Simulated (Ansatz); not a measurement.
Ag (fcc, Cu type)

```
Ag
1.0
    0.00000     2.02739     2.02739
    2.02739     0.00000     2.02739
    2.02739     2.02739     0.00000
Ag
1
Direct
  0.00000   0.00000   0.00000
```

Equation-of-state scan: isotropic scaling of the cell above, V₀ being its volume. Symmetry pins the atoms to their sites.

Level of theory: PBEsol (plane waves to 420 eV, PAW, scalar-relativistic; Ansatz, an electronic-structure program). k mesh 20×20×20 (Γ-centred), Fermi-Dirac smearing 0.05 eV. The energy includes the smearing's −TS. Stress and pressure are positive under compression. Ag was relaxed with its symmetry unable to fall. The PAW data are Ansatz's earlier set. The zero of ΔE is the relaxed starting cell. The last digit holds for this mesh only.

| V (Å³/atom) | ΔE (meV/atom) |
|---|---|
| 14.000 | 233.6 |
| 14.533 | 137.7 |
| 15.066 | 71.5 |
| 15.600 | 29.4 |
| 16.133 | 6.8 |
| 16.666 | 0.0 |
| 17.200 | 5.9 |
| 17.733 | 22.2 |
| 18.266 | 46.7 |
| 18.800 | withheld |
| 19.333 | 114.2 |

Question: Fit a third-order Birch-Murnaghan form (E₀, V₀, B₀, B₀′ free) to the given rows and predict ΔE at V = 18.800.

Answer: Least squares on the 10 given rows: ΔE = E₀ + (9V₀B₀/16)·y²·[2 + (B₀′ − 4)y], y = (V₀/V)^(2/3) − 1, with V₀ = 16.666 Å³/atom, B₀ = 119.3 GPa (160.2 GPa = 1 eV/Å³; the term in eV is multiplied by 1000), B₀′ = 5.66, E₀ = 0.01 meV/atom; root-mean-square residual 0.05 meV/atom. At 18.800 the fit gives 77.8 meV/atom; the calculation gives 77.8 meV/atom, the same to the digits shown. For the pressure the fit gives -10.2 GPa against the computed -10.2 GPa.

(A scan under strain: stresses follow from slopes of the energy per volume, elastic moduli from its curvatures.)
